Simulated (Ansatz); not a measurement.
Ga$_{2}$Pt:
```yaml
crystal:
  lattice:
    - [0.00000, 3.66474, 3.66474]
    - [3.66474, 0.00000, 3.66474]
    - [3.66474, 3.66474, 0.00000]
  atoms:
    - { symbol: Ga, position: [0.62500, 0.62500, 0.62500] }
    - { symbol: Ga, position: [0.12500, 0.62500, 0.62500] }
    - { symbol: Ga, position: [0.62500, 0.12500, 0.62500] }
    - { symbol: Ga, position: [0.62500, 0.62500, 0.12500] }
    - { symbol: Pt, position: [0.25000, 0.25000, 0.25000] }
    - { symbol: Pt, position: [0.00000, 0.00000, 0.00000] }
```

Relaxed with PBE. Special points in fractions of this cell's reciprocal vectors: Γ (0.000, 0.000, 0.000); X (0.500, 0.000, 0.500); U (0.625, 0.250, 0.625); K (0.375, 0.375, 0.750); L (0.500, 0.500, 0.500); W (0.500, 0.250, 0.750).

Task: List the band energies nearest the Fermi level at these points for DFT-PBE with spin–orbit coupling in the program Ansatz with PAW potentials.

Result: In eV from the Fermi level; about four levels below and three above (degenerate sets whole), none deeper than 8.9 eV; points with the same levels are listed once.

| k | below | above |
|---|---|---|
| Γ | -0.90 -0.90 -0.90 -0.90 -0.73 -0.73 | 0.30 0.30 0.30 0.30 |
| X | -1.15 -1.15 -1.15 -1.15 | 3.24 3.24 3.24 3.24 |
| U | -1.05 -1.05 -0.18 -0.18 | 0.94 0.94 1.99 1.99 |
| L | -0.62 -0.62 -0.05 -0.05 | 0.74 0.74 2.50 2.50 |
| W | -0.51 -0.51 -0.35 -0.35 | 0.47 0.47 0.61 0.61 |

Space group Fd-3m (cubic Laves (MgCu2 type)). The cell is a constructed one: a structure type filled with these elements; neither database checked (COD, Materials Project) lists it. COD files the formula under space group No. 225. Its standing as an ambient phase is unchecked. The PBE relaxation kept the symmetry of its start; whether a distortion lowers the energy is not shown. The run is not spin-polarised.

Potentials: the earlier of the program's two PAW sets.
